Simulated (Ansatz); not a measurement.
Relaxed-ion elastic tensor of ZnCu (CsCl type, Pm-3m) in GPa (Voigt order), r²SCAN (plane waves, PAW; program Ansatz); density 8.60 g/cm³, 12.44 Å³ per atom.

|  | 1 | 2 | 3 | 4 | 5 | 6 |
|---|---|---|---|---|---|---|
| 1 | 144 | 131 | 131 | 0.0 | 0.0 | 0.0 |
| 2 | 131 | 144 | 131 | 0.0 | 0.0 | 0.0 |
| 3 | 131 | 131 | 144 | 0.0 | 0.0 | 0.0 |
| 4 | 0.0 | 0.0 | 0.0 | 99.8 | 0.0 | 0.0 |
| 5 | 0.0 | 0.0 | 0.0 | 0.0 | 99.8 | 0.0 |
| 6 | 0.0 | 0.0 | 0.0 | 0.0 | 0.0 | 99.8 |

Q: Is the crystal mechanically stable?

A: Yes: the smallest eigenvalue of C is 12.8 GPa.

Q: Work out the Voigt and Reuss bounds. Is their mean of use?

A: K_V = 136, K_R = 136; G_V = 62.4, G_R = 14.6 GPa. The bounds lie so far apart that a Hill average or a Debye temperature from it would say little.

The r²SCAN relaxation kept the symmetry of its start. No spin polarisation was allowed. As this level gives no gap, shear constants depend on the k-mesh and smearing (Fermi–Dirac, 0.1 eV here).

Potentials: the earlier of the program's two PAW sets. The files were generated under PBE; for other functionals the program regenerates the frozen cores, and for LDA and PBEsol the local potential too.
